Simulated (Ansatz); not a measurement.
Stiffness of compounds in space group Fd-3m

The calculation used DFT, LDA, all-electron LAPW, scalar-relativistic (Ansatz 0.2.0).

All compounds have space group Fd-3m with 2 atoms in the primitive cell. V0, B0 and B0′ come from third-order Birch–Murnaghan fits to pressures at five volumes, with shape and internal coordinates held; prototypes and MP cells needn't be known phases. No run is spin-polarised.

Spin–orbit coupling is left out, though it moves levels of the heavy atoms by tenths of an eV or more.

Pb: Pb 8b (0.000 0.000 0.500); MP-relaxed cell mp-1247117; 8×8×8 mesh, smearing 0.05 eV; no spin
Ge: Ge 8a (0.500 0.000 0.500); COD 9011050, measured; 10×10×10 mesh, smearing 0.05 eV; no spin
Sn: Sn 8a (0.500 0.000 0.500); COD 9008568, reported; 9×9×9 mesh, smearing 0.03 eV; no spin
Si: Si 8a (0.500 0.000 0.500); COD 9011998, measured; 12×12×12 mesh, smearing 0.08 eV; no spin

| compound | V0 (Å³/atom) | B0 (GPa) | B0′ |
| --- | --- | --- | --- |
| Pb | 39.74 | ? | 4.8 |
| Ge | ? | ? | 4.8 |
| Sn | 33.91 | 44 | 5.0 |
| Si | 19.69 | 96 | 4.3 |

Question: What belongs in the row "Ge", column "V0 (Å³/atom)"?

Answer: 22.22.

Question: Fill in "B0 (GPa)" for the row "Pb".

Answer: 34.

Question: What belongs in the row "Ge", column "B0 (GPa)"?

Answer: 71.
